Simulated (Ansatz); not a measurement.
Here is the system:

Zr$_{2}$N:
```
Zr2N
1.0
    5.41415     0.00000     0.00000
    0.00000     5.41415     0.00000
    0.00000     0.00000     3.30339
Zr N
4 2
Direct
  0.29653   0.29653   0.00000
  0.70347   0.70347   0.00000
  0.20347   0.79653   0.50000
  0.79653   0.20347   0.50000
  0.00000   0.00000   0.00000
  0.50000   0.50000   0.50000
```

This is the r²SCAN-relaxed structure.

Question: All from r²SCAN (plane waves, PAW; program Ansatz), unless another level is named. Estimate the electronic character.

Answer: metallic (no gap).

Question: Next, the formation energy from the elements (no fitted shifts)?

Answer: -1.38 eV/atom.

Question: And the density of states at the Fermi level?

Answer: 0.46 states/eV per atom (mean over ±0.08 eV).

Space group P4_2/mnm (anti-rutile). The first step of the workflow began from a Materials Project structure, measured or hypothetical; the Crystallography Open Database copy checked does not list it. Its standing as an ambient phase is unchecked. Symmetry was held in the r²SCAN relaxation; whether a distortion lowers the energy is not shown. The run is not spin-polarised. The references are the lowest solids computed at this level, not always the standard phases (solids in place of the gases). Spin–orbit coupling is left out wherever it is not named.

Potentials: the later of the program's two PAW sets.
